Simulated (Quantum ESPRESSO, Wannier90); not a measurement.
# ScTlTe$_{2}$ (R-3m): Wannier90 run

```xyz
4
Lattice="-2.1369 3.7012 0.0000 -4.2738 0.0000 0.0000 -2.1369 1.2337 8.0732" Properties=species:S:1:pos:R:3 pbc="T T T"
Sc     0.0000     0.0000     0.0000
Tl    -4.2738     2.4675     4.0366
Te    -2.1369     1.2337     1.6424
Te     2.1369    -1.2337    -1.6424
```

Materials Project entry mp-13314; symmetrised, unrelaxed at this level. Not found in the COD (Crystallography Open Database) copy used; not checked further. Computed values, not measurements, from PBEsol: Quantum ESPRESSO (norm-conserving PseudoDojo potentials, cutoff 66 Ry, no spin polarisation, no spin-orbit coupling) on a Γ-centred 4×4×4 mesh, then Wannier90. Density: 8×8×8 mesh, cold smearing 0.01 Ry. Spin-orbit coupling is left out although heavy elements are present.

A tight-binding model is made by disentanglement and projection with no localisation steps (num_iter = 0), so the 19 orbitals stay atom-like: hydrogen-like Sc: s;p;d; Tl: s;p; Te: p, axes along x, y, z; frozen window up to 1.50 eV relative to the Fermi level. It follows pw.x to 20 meV rms for states up to 1.0 eV relative to the Fermi level. Matrix elements depend on this choice of orbitals and windows.

The 45 largest hoppings ⟨m,0|H|n,R⟩ between different sites (one of each Hermitian pair; signs follow the real orbitals' lobes; the list may end inside a set of equal values):

```csv
m,n,R,distance of the centres (Å),t (eV)
Sc1 s,Te4 py,1 0 0,3.07,1.490
Te3 py,Sc1 s,1 0 0,3.07,-1.490
Sc1 pz,Te4 py,1 0 0,3.07,-1.420
Te3 py,Sc1 pz,1 0 0,3.07,-1.420
Sc1 py,Te4 py,1 0 0,3.07,1.300
Te3 py,Sc1 py,1 0 0,3.07,1.300
Te3 px,Sc1 s,0 0 0,3.05,-1.291
Te4 px,Sc1 s,0 0 0,3.05,1.291
Sc1 s,Te4 px,0 1 0,3.05,-1.291
Te3 px,Sc1 s,0 1 0,3.05,1.291
Te4 px,Sc1 pz,0 0 0,3.05,-1.229
Te3 px,Sc1 pz,0 0 0,3.05,-1.229
Sc1 pz,Te4 px,0 1 0,3.05,1.229
Te3 px,Sc1 pz,0 1 0,3.05,1.229
Sc1 py,Te4 pz,1 0 0,3.02,-1.193
Te3 pz,Sc1 py,1 0 0,3.02,-1.193
Sc1 px,Te4 pz,0 1 0,3.02,1.033
Te3 pz,Sc1 px,0 1 0,3.02,1.033
Te3 pz,Sc1 px,0 0 0,3.02,-1.033
Te4 pz,Sc1 px,0 0 0,3.02,-1.033
Tl2 pz,Te4 py,0 1 1,3.32,-1.018
Tl2 pz,Te3 py,1 0 0,3.32,-1.018
Sc1 dyz,Te4 py,1 0 0,3.07,-0.964
Te3 py,Sc1 dyz,1 0 0,3.07,0.964
Tl2 py,Te4 pz,0 1 1,3.37,-0.929
Tl2 py,Te3 pz,1 0 0,3.37,-0.929
Sc1 px,Te4 py,0 1 0,3.00,0.893
Te3 py,Sc1 px,0 1 0,3.00,0.893
Te3 px,Sc1 py,0 0 0,3.05,-0.893
Te3 py,Sc1 px,0 0 0,3.00,-0.893
Te4 px,Sc1 py,0 0 0,3.05,-0.893
Te4 py,Sc1 px,0 0 0,3.00,-0.893
Sc1 py,Te4 px,0 1 0,3.05,0.893
Te3 px,Sc1 py,0 1 0,3.05,0.893
Tl2 pz,Te3 px,0 1 0,3.34,0.882
Tl2 pz,Te4 px,1 0 1,3.34,0.882
Te3 px,Tl2 pz,0 0 0,3.34,-0.882
Tl2 pz,Te4 px,1 1 1,3.34,-0.882
Sc1 s,Te4 pz,0 1 0,3.02,-0.877
Te3 pz,Sc1 s,0 1 0,3.02,0.877
Sc1 s,Te4 pz,1 0 0,3.02,-0.877
Te3 pz,Sc1 s,1 0 0,3.02,0.877
Te3 pz,Sc1 s,0 0 0,3.02,0.877
Te4 pz,Sc1 s,0 0 0,3.02,-0.877
Te3 pz,Tl2 px,0 0 0,3.37,-0.804
```
